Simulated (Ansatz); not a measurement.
# Which element?

Cell vectors (Å):

```
-2.0851  2.0851  2.0851
 2.0851 -2.0851  2.0851
 2.0851  2.0851 -2.0851
```

| atom | a | b | c |
| --- | --- | --- | --- |
| X | 0.0000 | 0.0000 | 0.0000 |

All numbers below come from PBEsol, all-electron PAW in Ansatz 0.2.0, datasets made for the crystal, scalar-relativistic. k mesh 16×16×16, strains of ±0.008, Fermi-Dirac smearing of 0.080 eV.

Elastic constants of a crystal by Kohn-Sham DFT: slopes of the stress over finite engineering strains of the given cell, Voigt indices, Cartesian axes as in the cell vectors.

| index | elastic (GPa) |
| --- | --- |
| 11 | 9 |
| 12 | 7.3 |
| 44 | 6.7 |

All X atoms are one element. Which one was computed?

Na; the crystal is Na (Im-3m).

Limits of these numbers: responses of metals move with mesh and smearing.
